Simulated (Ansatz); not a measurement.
The calculation used DFT PBE, scalar-relativistic, plane waves, PAW (Ansatz). All cells share a 420 eV cutoff and Γ-centred k meshes spaced at most about 0.3 Å⁻¹ (about 0.25 or finer for metals, 2π included). No spin polarisation in the final relaxations.

Temperature and zero-point effects are left out.

Two forms of CuMo were relaxed alike.

A.

```cif
data_structure
_symmetry_space_group_name_H-M 'P6_3/mmc'
_symmetry_Int_Tables_number 194
_cell_length_a 3.7809
_cell_length_b 3.7809
_cell_length_c 4.9830
_cell_angle_alpha 90.000
_cell_angle_beta 90.000
_cell_angle_gamma 120.000
_cell_volume 61.69
loop_
_atom_site_label
_atom_site_type_symbol
_atom_site_symmetry_multiplicity
_atom_site_Wyckoff_symbol
_atom_site_fract_x
_atom_site_fract_y
_atom_site_fract_z
_atom_site_occupancy
Cu1 Cu 2 a 0.00000 0.00000 0.00000 1
Mo1 Mo 2 c 0.33333 0.66667 0.25000 1
```

B.

```cif
data_structure
_symmetry_space_group_name_H-M 'Fm-3m'
_symmetry_Int_Tables_number 225
_cell_length_a 4.9806
_cell_length_b 4.9806
_cell_length_c 4.9806
_cell_angle_alpha 90.000
_cell_angle_beta 90.000
_cell_angle_gamma 90.000
_cell_volume 123.55
loop_
_atom_site_label
_atom_site_type_symbol
_atom_site_symmetry_multiplicity
_atom_site_Wyckoff_symbol
_atom_site_fract_x
_atom_site_fract_y
_atom_site_fract_z
_atom_site_occupancy
Cu1 Cu 4 a 0.00000 0.00000 0.00000 1
Mo1 Mo 4 b 0.50000 0.00000 0.00000 1
```

Task: Which is lower in energy, and by how much?

Result: A is lower, by 107 meV/atom. A has the nickel arsenide type, space group P6_3/mmc (No. 194), 15.4 Å³/atom and no gap on its mesh; B has the rock salt type, space group Fm-3m (No. 225), 15.4 Å³/atom and no gap. Counting all near atoms (those within 1.25 times the shortest distance at each site), A has Cu 8, Mo 6 and B has Cu 6, Mo 6. Even the lower one lies +1.02 eV/atom against the reference forms of the elements (uncorrected), so neither is stable at this level. In A, Cu is surrounded by 2 Cu at 2.49 Å and 6 Mo at 2.51 Å; Mo has 6 Cu at 2.51 Å and 6 Mo at 3.31 Å. In B, Cu is surrounded by 6 Mo at 2.49 Å; Mo has 6 Cu at 2.49 Å. Both come from invented guesses. A third cell relaxed alike, in P4/mmm, lies 0.78 eV/atom below the lower of the two.

Cells relaxed within their symmetry can be saddle points.
